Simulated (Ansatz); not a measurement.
## SrH2Se2: reading a single point

```xyz
5
Lattice="2.5056 4.3398 0.0000 -2.5056 4.3398 0.0000 0.0000 0.0000 5.2283" Properties=species:S:1:pos:R:3 pbc="T T T"
H    -0.0003    2.8934    0.5103
H     0.0002    5.7863    4.7181
Se   -0.0003    2.8934    2.3993
Se    0.0002    5.7863    2.8291
Sr    0.0000    0.0000    0.0000
```

Single point in Ansatz 0.2.0 with PBE, no spin polarisation. Cutoff 420 eV, PAW datasets, 8×8×7 Γ-centred k mesh, fermi-dirac filling (width 0.1 eV).

Forces: The largest is on Se4 (and as large on other atoms): 0.31 eV/Å, components (0.00, 0.00, 0.31). It makes 0° with the line to a nearest neighbour, H2 at 1.89 Å, pointing towards it.
Stress: The pressure is -3.9 GPa (compression positive), so with the atoms held at these fractions the cell would first shrink. The principal stresses -8.8, -1.4, -1.4 GPa differ, so its shape would change too.
Charges: Bader charges in e: Sr +1.52, H -0.35, Se -0.41. In the mean Sr gives up most and Se takes most.
Electronic structure: It is a metal, with about 2.8 states/eV a cell as the mean within 0.25 eV of the Fermi level, mostly Se p (64 %) and H s (21 %).
Contacts: H–Se at 1.89 Å: least valence density 0.51 e/Å³ and ELF 0.70 there. Sr–H at 2.94 Å: least valence density 0.06 e/Å³ and ELF 0.07 there. Both are smooth PAW fields, read partly inside the augmentation spheres.

Origin: a known structure type with other elements, at an estimated volume, so it need not be a known compound. Caveats: many states at the Fermi level without spin polarisation, so a magnetic state may lie lower.
